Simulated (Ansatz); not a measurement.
Ansatz (an electronic-structure program) input:

Ansatz 0.2 input:
```yaml
crystal:
  lattice:
    - [8.1254701793, 0.0, 0.0]
    - [0.0, 8.1254701793, 0.0]
    - [0.0, 0.0, 3.8257165898]
  atoms:
    - { symbol: Au, position: [0.6343852977, 0.1343852977, 0.0] }
    - { symbol: Au, position: [0.8656147023, 0.6343852977, 0.0] }
    - { symbol: Au, position: [0.3656147023, 0.8656147023, 0.0] }
    - { symbol: Au, position: [0.1343852977, 0.3656147023, 0.0] }
    - { symbol: Y, position: [0.0, 0.0, 0.0] }
    - { symbol: Y, position: [0.5, 0.5, 0.0] }
    - { symbol: Y, position: [0.1614200774, 0.6614200774, 0.5] }
    - { symbol: Y, position: [0.3385799226, 0.1614200774, 0.5] }
    - { symbol: Y, position: [0.8385799226, 0.3385799226, 0.5] }
    - { symbol: Y, position: [0.6614200774, 0.8385799226, 0.5] }
kpoints:
  mp_grid: { grid: [5, 5, 11] }
hamiltonian:
  xc: r2scan
  pseudopotentials: { kind: paw }
scf:
  occupations: { method: gaussian, width: 0.1 }
checkpoint: { read: metal.run }
output: { write_density: true, elf: true, volumetric_format: npy }
```

Output (shortened):

```
Pseudopotential: Au, paw, valence charge 19
Pseudopotential: Y, paw, valence charge 11
Functional definition: r2SCAN
Crystal: 10 atoms, lattice volume = 252.586 Å³
Basis set: ecut = 500 eV, 6381 PW (Γ), exchange–correlation on 240×240×120 points (64 copies of the dense FFT grid, shifted against one another)
Bands: 86, of which v1, the nominal top of the filled ones, is band 71 counted from 1 (70 counted from 0)
Symmetry: 16 space group operations
Space group: P4/mbm (ITA 127), of the structure as read, at distance tolerance 6.3e-5 Å
k-points: 36 of 275
Stability of the state it starts from, as read at its close in the unpolarized treatment …
iter 1 solved again at ethr=5.01e-7 eV; its pass at ethr=3.10e-3 eV (dr2=7.12e-4 eV) is discarded
SCF iter   1: F=—  HF=-75820.133765 eV  |F-HF|=—  |Δ(HF+E_count)|=         —  Δρ=1.13e-6  dr2=4.69e-9  dr2_τ=7.59e-10  ethr=5.01e-7  ⟨swp⟩=3.0  Hψ=17643  notcnv=0
preconditioner: auto → Kerker (q_TF=auto, 2.479 Å⁻¹)
SCF iter   2: F=—  HF=-75820.133819 eV  |F-HF|=—  |Δ(HF+E_count)|=   5.43e-5  Δρ=6.88e-7  dr2=2.02e-9  dr2_τ=1.19e-9  ethr=3.30e-12  ⟨swp⟩=8.7  Hψ=12269  notcnv=0
SCF iter   3: F=-75820.133819 eV  HF=-75820.133819 eV  |F-HF|=5.68e-10  |Δ(HF+E_count)|=  1.75e-10  Δρ=3.99e-7  dr2=6.80e-10  dr2_τ=1.20e-10  ethr=1.42e-12  ⟨swp⟩=1.0  Hψ=6404  notcnv=0
SCF 1 converged in 3 iterations: F = -75820.133819 eV  dr2 = 6.80e-10
SCF converged after 3 iterations
Free energy (F): -75820.133819 eV
Harris-Foulkes:  -75820.133819 eV  (|F-HF|=5.68e-10)
Internal energy: -75820.069323 eV  (E = F + TS)
E sigma→0 (E₀):  -75820.101571 eV
Entropy (-TS):   -0.064496 eV (-6.450 meV/atom)
Fermi energy:    13.198789 eV
--- Per-component energies (eV) ---
  E_band       = -2062.830035
  E_kinetic    = 4246.006973
  E_local      = -13853.138552  (includes V_loc(G=0)·N_el)
  E_nonlocal   = 581.922830
  E_hartree    = 5580.999694
  E_xc         = -1886.853266
  E_vxc        = -2572.711063  (∫ρ·V_xc dr)
  E_paw        = -55964.862538  (= ΣΔE_a)
  E_vpaw       = -1787.032783  (= ΣTr[D̂ρ^β])
  E_aug_tail   = 0.002942  (compensation charges beyond the density's cutoff)
  E_vtau       = 160.122923  (kinetic-family band-sum trace: ∫τ·v_τ [+ j·A + Jᵃ·Aᵃ] dr)
  E_ewald      = -14522.518391
  E_core_change = -1.629016  (= ΣΔE_core)
  E_smearing   = -0.064496  (= −TS)
  E_closure    = 0.000000  (closes the sum)
  Σ components = -75820.133819   (vs F -75820.133819, Δ=0.00e0)
  [band-id]    e_kinetic+e_local+e_nonlocal+2·e_hartree+e_vxc+e_vpaw+e_augmentation_tail+e_vtau = -2062.827342   (vs E_band -2062.830035, Δ=2.69e-3)
--- Band table (eV; the first three rows and the last of 36) ---
  k-point 0: bands = ["-95.2604", "-95.2604", "-95.2596", "-95.2596", "-46.0628", "-46.0628", "-46.0605", "-46.0602", "-46.0591", "-46.0588", "-46.0528", "-46.0528", "-46.0504", "-46.0504", "-46.0310", "-46.0310", "-31.2704", "-31.2473", "-31.2425", …
  k-point 1: bands = ["-95.2604", "-95.2604", "-95.2596", "-95.2596", "-46.0628", "-46.0628", "-46.0605", "-46.0602", "-46.0590", "-46.0587", "-46.0531", "-46.0530", "-46.0507", "-46.0507", "-46.0310", "-46.0310", "-31.2684", "-31.2466", "-31.2417", …
  k-point 2: bands = ["-95.2604", "-95.2604", "-95.2596", "-95.2596", "-46.0627", "-46.0627", "-46.0604", "-46.0602", "-46.0590", "-46.0587", "-46.0538", "-46.0537", "-46.0513", "-46.0513", "-46.0309", "-46.0309", "-31.2629", "-31.2446", "-31.2396", …
  k-point 35: bands = ["-95.2604", "-95.2603", "-95.2596", "-95.2596", "-46.0625", "-46.0625", "-46.0601", "-46.0601", "-46.0586", "-46.0586", "-46.0559", "-46.0559", "-46.0534", "-46.0534", "-46.0308", "-46.0308", "-31.2401", "-31.2397", "-31.2334", …
```

Cost: very roughly 110 core-seconds on shared cores.

The workflow started from an entry of the Crystallography Open Database (COD, 293 K). Whether it is the stable phase at ambient conditions was not checked. The r²SCAN relaxation kept the symmetry of its start; whether a distortion lowers the energy is not shown. No spin polarisation was allowed. Scalar-relativistic: spin–orbit coupling is off unless named, which matters more the heavier the elements.

Potentials: the later of the program's two PAW sets.

Ansatz is a plane-wave DFT program.
